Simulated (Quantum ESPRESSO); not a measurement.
pw.x input (Quantum ESPRESSO 7.5; LDA, PseudoDojo standard norm-conserving files, scalar-relativistic):

```
&CONTROL
  calculation = 'scf'
  pseudo_dir = './pseudo'
  outdir = './out'
  tprnfor = .true.
  tstress = .true.
/
&SYSTEM
  ibrav = 0
  nat = 10
  ntyp = 4
  ecutwfc = 84.0
  ecutrho = 336.0
  occupations = 'smearing'
  smearing = 'fd'
  degauss = 0.002
  nbnd = 48
/
&ELECTRONS
  conv_thr = 1e-09
/
ATOMIC_SPECIES
F 18.9984 F.upf
K 39.0983 K.upf
Sc 44.9559 Sc.upf
Rb 85.4678 Rb.upf
CELL_PARAMETERS angstrom
  0.000000000000   4.599440000000   4.599440000000
  4.599440000000   0.000000000000   4.599440000000
  4.599440000000   4.599440000000   0.000000000000
ATOMIC_POSITIONS crystal
F   0.778590000000   0.221410000000   0.221410000000
F   0.221410000000   0.778590000000   0.778590000000
F   0.221410000000   0.778590000000   0.221410000000
F   0.778590000000   0.221410000000   0.778590000000
F   0.221410000000   0.221410000000   0.778590000000
F   0.778590000000   0.778590000000   0.221410000000
K   0.500000000000   0.500000000000   0.500000000000
Sc   0.000000000000   0.000000000000   0.000000000000
Rb   0.750000000000   0.750000000000   0.750000000000
Rb   0.250000000000   0.250000000000   0.250000000000
K_POINTS automatic
6 6 6 0 0 0
```

End of the output:

```
     total energy              =    -561.32190080 Ry
     estimated scf accuracy    <       0.00000063 Ry
     total energy              =    -561.32190094 Ry
     estimated scf accuracy    <          5.5E-09 Ry
     total energy              =    -561.32190095 Ry
     estimated scf accuracy    <          3.1E-09 Ry
[...]
     the Fermi energy is     3.8449 ev
!    total energy              =    -561.32190095 Ry
     estimated scf accuracy    <          5.8E-11 Ry
     smearing contrib. (-TS)   =       0.00000000 Ry
     internal energy E=F+TS    =    -561.32190095 Ry
     The total energy is F=E-TS. E is the sum of the following terms:
     one-electron contribution =    -284.14801772 Ry
     hartree contribution      =     177.46298111 Ry
     xc contribution           =    -121.50224404 Ry
     ewald contribution        =    -333.13462030 Ry
     convergence has been achieved in  10 iterations
     Forces acting on atoms (cartesian axes, Ry/au):
     atom    1 type  1   force =    -0.01511330   -0.00000000    0.00000000
     atom    2 type  1   force =     0.01511330    0.00000000    0.00000000
     atom    3 type  1   force =     0.00000000   -0.01511330    0.00000000
     atom    4 type  1   force =    -0.00000000    0.01511330    0.00000000
     atom    5 type  1   force =     0.00000000    0.00000000   -0.01511330
     atom    6 type  1   force =     0.00000000   -0.00000000    0.01511330
     atom    7 type  2   force =     0.00000000    0.00000000   -0.00000000
     atom    8 type  3   force =     0.00000000    0.00000000    0.00000000
     atom    9 type  4   force =     0.00000000   -0.00000000   -0.00000000
     atom   10 type  4   force =    -0.00000000    0.00000000    0.00000000
     Total force =     0.037020     Total SCF correction =     0.000021
     Computing stress (Cartesian axis) and pressure
          total   stress  (Ry/bohr**3)                   (kbar)     P=      -53.26
  -0.00036206   0.00000000  -0.00000000          -53.26        0.00       -0.00
   0.00000000  -0.00036206   0.00000000            0.00      -53.26        0.00
   0.00000000   0.00000000  -0.00036206            0.00        0.00      -53.26
```
In a gapped system the printed Fermi energy is only some level inside the gap.

Geometry of the Materials Project entry, not relaxed at this level.
